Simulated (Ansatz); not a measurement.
## SiGe, first-principles data

SiGe:
```yaml
crystal:
  lattice:
    - [-1.96253, 1.96253, 13.88659]
    - [1.96253, -1.96253, 13.88659]
    - [1.96253, 1.96253, -13.88659]
  atoms:
    - { symbol: Si, position: [0.90357, 0.90357, 0.00000] }
    - { symbol: Si, position: [0.45168, 0.95168, 0.50000] }
    - { symbol: Si, position: [0.50000, 0.50000, 0.00000] }
    - { symbol: Si, position: [0.04832, 0.54832, 0.50000] }
    - { symbol: Si, position: [0.09643, 0.09643, 0.00000] }
    - { symbol: Ge, position: [0.64628, 0.14628, 0.50000] }
    - { symbol: Ge, position: [0.69825, 0.69825, 0.00000] }
    - { symbol: Ge, position: [0.25000, 0.75000, 0.50000] }
    - { symbol: Ge, position: [0.30175, 0.30175, 0.00000] }
    - { symbol: Ge, position: [0.85372, 0.35372, 0.50000] }
```

Space group I-4m2 (No. 119); conventional cell a = 3.9251 Å, b = 3.9251 Å, c = 27.7732 Å, α = 90.00°, β = 90.00°, γ = 90.00°.

Method: DFT-r²SCAN in the program Ansatz with PAW potentials. Geometry: relaxed at this level of theory. Other levels are named where they apply.

### Cell and energy

```yaml
volume_per_atom: 21.39 Å³
density: 3.91 g/cm³
Formation energy from the elements (no fitted shifts): 0.008 eV/atom
```

### Electronic structure

```yaml
band_gap: 0.53 eV (direct)
valence_band_maximum: at Γ
conduction_band_minimum: at Γ
electron_effective_mass: 0.19, 0.19, 1.7 mₑ (principal values)
Hole effective mass, band 1 of 2 at the edge: 2.0 along x, 0.24 along z (mₑ)
Hole effective mass, band 2 of 2 at the edge: 0.070 along x, 0.24 along z (mₑ)
```

### Mechanics

```yaml
Bulk modulus (Birch–Murnaghan fit): 84.2 GPa
Pressure derivative B′: 4.5
```

### Charges

```yaml
bader_charges: Si -0.01 to +0.17, Ge -0.19 to 0.00 e
```

The start of the workflow was typed in or built on a structure type; neither database checked (COD, Materials Project) lists it. Its standing as an ambient phase is unchecked. The cell was relaxed with r²SCAN under the symmetry of its start; whether a distortion lowers the energy is not shown. The references are the lowest solids computed at this level, not always the standard phases. Scalar-relativistic: spin–orbit coupling is off unless named, which matters more the heavier the elements.

Potentials: the earlier of the program's two PAW sets. The files were generated under PBE; for other functionals the program regenerates the frozen cores, and for LDA and PBEsol the local potential too.
